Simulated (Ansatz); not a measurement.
**Computed properties of Nb**

Nb:
```xyz
2
Lattice="0.0000 2.9519 2.9519 2.9519 0.0000 2.9519 2.9519 2.9519 0.0000" Properties=species:S:1:pos:R:3 pbc="T T T"
Nb     0.0000     0.0000     0.0000
Nb     1.4759     1.4759     1.4759
```

Space group Fd-3m (No. 227), diamond; conventional cell a = b = c = 5.9037 Å, α = β = γ = 90.00°.

Method: the program Ansatz at the PBE level (PAW). Geometry: relaxed at this level of theory. Other levels are named where they apply.

Cell and energy:

- Volume per atom = 25.72 Å³
- Density = 6.00 g/cm³

Electronic structure:

Electronic character: metallic (no gap)
Density of states at the Fermi level: 1.7 states/eV per atom (mean over ±0.08 eV)
Gap with spin–orbit coupling: none (metallic)

Mechanics:

Bulk modulus (Birch–Murnaghan fit): 67.0 GPa
Pressure derivative B′: 4.5

The start of the workflow was typed in or built on a structure type; neither database checked (COD, Materials Project) lists it. It is not the phase usual at ambient conditions (space group No. 229). The cell was relaxed with PBE under the symmetry of its start; whether a distortion lowers the energy is not shown. No spin polarisation was allowed. Spin–orbit coupling is left out wherever it is not named.

Potentials: the later of the program's two PAW sets.
